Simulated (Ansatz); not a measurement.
Ti (hcp (Mg type), P6_3/mmc) under volume change, DFT-LDA in the program Ansatz with PAW potentials, shape and atoms relaxed at each volume.

```csv
V (Å³/atom),E − E(relaxed) (meV/atom),P (GPa)
14.652,?,?
15.135,25.3,8.77
15.618,6.1,4.10
16.101,0.0,0.01
16.584,5.5,-3.56
17.067,?,?
17.550,45.4,-9.41
```

Q: Complete the blanks.

A: 
- 17.067, E − E(relaxed) (meV/atom): 21.0
- 17.067, P (GPa): -6.69
- 14.652, E − E(relaxed) (meV/atom): 59.6
- 14.652, P (GPa): 14.11

Q: What does a third-order Birch–Murnaghan fit give for V₀, B₀ and B′?

A: V₀ = 16.10 Å³/atom, B₀ = 127 GPa, B′ = 3.5.

The LDA relaxation kept the symmetry of its start. The run is not spin-polarised.

Potentials: the earlier of the program's two PAW sets. The files were generated under PBE; for other functionals the program regenerates the frozen cores, and for LDA and PBEsol the local potential too.
